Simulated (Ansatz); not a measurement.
What a change of settings does to a run on Eu

The geometry is COD entry 9010990, unchecked; take it as a test cell.

First run: DFT, PBEsol, PAW with Ansatz's default frozen-core files, scalar-relativistic (Ansatz 0.2.0).

Command: `ansatz run input.yaml --threads 1 --pin off --max-ram 3072MiB --backend cpu --events-out ev --progress --plain --runs-dir out` The run took about 29 s on 1 thread of a shared machine.

```yaml
crystal:
  lattice:
    - [-2.303, 2.303, 2.303]
    - [2.303, -2.303, 2.303]
    - [2.303, 2.303, -2.303]
  atoms:
    - { symbol: Eu, position: [0.0, 0.0, 0.0], spin: 7.0 }
magnetization:
  spin_polarized: true
kpoints:
  mp_grid: { grid: [10, 10, 10] }
scf:
  occupations: { method: fermi_dirac, width: 0.05 }
hamiltonian:
  xc: pbesol
  pseudopotentials: { kind: paw }
output:
  forces: true
  stress: true
  efg: { contact_densities: true }
relax:
  f_tol: 0.005
  max_steps: 80
  cell: {}
```

Result: converged; relaxed volume 37.984 Å³/atom; moment 7.25 μB; 75 SCF iterations in all.

Semilocal functionals without a Hubbard term describe localised f shells poorly; where the shell is localised, the real material differs.

No spin–orbit coupling, which matters for the heavy atoms here.

The input is then changed:

```diff
@@ -14,9 +14,13 @@
 hamiltonian:
   xc: pbesol
-  pseudopotentials: { kind: paw }
+  pseudopotentials: { kind: paw, source: ansatz }
 output:
   forces: true
   stress: true
   efg: { contact_densities: true }
+  write_density: true
+  write_potential: true
+  elf: true
+  volumetric_format: npy
 relax:
   f_tol: 0.005
```

(1) Predict the outcome of the changed run.

Results:

(1) It converged; relaxed volume 38.203 Å³/atom; moment 7.25 μB; 54 SCF iterations in all.
